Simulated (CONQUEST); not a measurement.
Set-up for a self-consistent single point of TePb (Fm-3m, 8 atoms in the cell; from Materials Project mp-19717).

```
CELL_PARAMETERS angstrom
      6.54179     0.00000     0.00000
      0.00000     6.54179     0.00000
      0.00000     0.00000     6.54179
ATOMIC_POSITIONS crystal
  Te 0.00000 0.00000 0.00000
  Te 0.00000 0.50000 0.50000
  Te 0.50000 0.00000 0.50000
  Te 0.50000 0.50000 0.00000
  Pb 0.50000 0.00000 0.00000
  Pb 0.50000 0.50000 0.50000
  Pb 0.00000 0.00000 0.50000
  Pb 0.00000 0.50000 0.00000
```

Level of theory: BLYP, numerical atomic orbitals double-zeta with polarisation (the shipped basis), PseudoDojo norm-conserving potentials made for PBE (CONQUEST).

CONQUEST settings:

* **basis**: DZP
* **Diag.MPMeshX, Y, Z**: 4 4 4
* **potentials**: PseudoDojo norm-conserving PBE
* **General.DifferentFunctional**: true
* **General.FunctionalType**: -106131
* **Grid.GridCutoff**: 140 Ha
* **DM.SolutionMethod**: diagon
* **Diag.kT**: 0.001837 Ha
* **Diag.GammaCentred**: true
* **minE.SCTolerance**: 1.0e-06
* **SC.MaxIters**: 100
* **SC.LinearMixingFactor**: 0.5
* **AtomMove.TypeOfRun**: static

Results:

- Number of valence electrons: 120
- Number of bands: 144
- Number of k-points after the program's reduction: 51
- Size of the basis: 144
- Number of SCF iterations: 7
- FFT grid: 72 × 72 × 72
- Free energy E − TS: -19033.4856 eV
- Top of the valence band (on the code's own zero): -4.10 eV
- Gap on the k-point mesh: 0.97 eV
- Pressure: 3.64 GPa

The gap is read on the k-point mesh of the run and can differ from the gap over the whole zone at this level.

For comparison: a first run (DFT, PBE, numerical atomic orbitals double-zeta with polarisation (the shipped basis), PseudoDojo norm-conserving potentials made for PBE) was changed to give this one (General.DifferentFunctional: default → true; General.FunctionalType: default → -106131), and from it to this one the pressure goes from 0.62 to 3.64 GPa and the gap on the mesh goes from 0.876 to 0.973 eV.

Spin-orbit coupling is left out, which matters for bands and gaps with elements this heavy. The program uses no crystal symmetry, so grid and mesh can part values that symmetry would make equal. The atom-centred basis is finite, which shifts total energies, pressures and gaps against plane waves. The potentials were made for another functional than the one used. The structure comes from a collection of computed structures, made at another level of theory; the collection holds predicted forms beside known ones.

Cost on one core: around 60 core-seconds (rough).
